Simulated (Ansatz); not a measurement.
# Structures of Al3GaN4: which is lowest?

Plane-wave DFT in Ansatz with scalar-relativistic PAW potentials, cutoff 420 eV, Γ-centred meshes chosen by cell and gap, Gaussian smearing with energies taken to zero width. Every cell was relaxed (cell and atoms) in a run of its own, within the symmetry of its start. Functional: LDA.

Relaxed structures (starts from databases or built by putting these elements on another compound's sites):
A. Pm, 8 atoms in the computed cell, a = 5.002 Å, b = 3.104 Å, c = 5.372 Å, β = 90.0°; sites (symmetry × multiplicity) Al m × 1 + m × 1 + m × 1, Ga m × 1, N m × 1 + m × 1 + m × 1 + m × 1; start: database
B. P-43m, 8 atoms in the computed cell, a = 4.370 Å; sites (symmetry × multiplicity) Al -42.m × 3, Ga -43m × 1, N .3m × 4; start: database

Q: Rank them by energy. Could pressure change the order?

A:
```csv
structure,group,E − E(lowest) (meV/atom),V (Å³/atom),gap on mesh (eV)
A,Pm,0.0,10.43,3.77
B,P-43m,14.4,10.43,3.38
```

A is lowest, 14 meV/atom under B. The two lowest differ in volume by under 3 %, too little for a first-order estimate of what pressure does to that pair (other pairs aren't weighed here); with rigid cells even 3 % in favour of the higher one would need about 7 GPa. Other structures may lie lower than all of these, and vibrations aren't counted.